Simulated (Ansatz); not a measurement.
# Ta: energy along a strain

Ta, P6_3/mmc, a = 2.900 Å, c = 5.166 Å (as given, not relaxed at this level: -7.1 GPa). This isn't the element's structure at ambient conditions. Ansatz: PBEsol, PAW, 420 eV, Γ-centred 18×18×10 mesh on 2 atoms, Gaussian smearing 0.15 eV; no spin polarisation. Cell vectors (Å): 2.900 0.000 0.000; -1.450 2.512 0.000; 0.000 0.000 5.166. The cell is strained by x per cent times the pattern (0 0 1 0 0 0) in the order xx yy zz yz xz xy (engineering shears), with fractional coordinates held. y is the free energy over the start, V0 = 18.819 Å³/atom.

| x (%) | y (meV/atom) |
| --- | --- |
| -4.00 | ? |
| -3.00 | -9.40 |
| -2.00 | -9.77 |
| -1.00 | -6.60 |
| 0.00 | 0.00 |
| 1.00 | 9.86 |
| 2.00 | 22.80 |
| 3.00 | 38.60 |
| 3.50 | 47.52 |
| 4.00 | 57.08 |

Problem. Fit y = c1 x + c2 x² + c3 x³ to the other rows, get the stiffness along the pattern, and predict the missing energy.

Solution. Least squares on the rows shown. y = 8.2684 x + 1.6226 x² − 0.030350 x³. The clamped-ion stiffness p·C·p = 2 × 16.23 eV × 160.2 / 18.819 Å³ = 276 GPa, which is C33 in these axes (second derivative at the start, which stands under stress). At x = -4.00 the fit asked for gives -5.17 meV/atom. The run gave -5.40 meV/atom, so the fit is 0.23 meV/atom too high, 0.34 % of the span of the series, against an rms of 0.02 meV/atom on the fitted rows. The row lies outside the fitted range. With a term in x⁴ added, a fit to the same known rows predicts -5.35 meV/atom, so most of the miss is curvature that the known rows already hold.

Spin–orbit coupling is left out, which can shift energies with elements as heavy as these.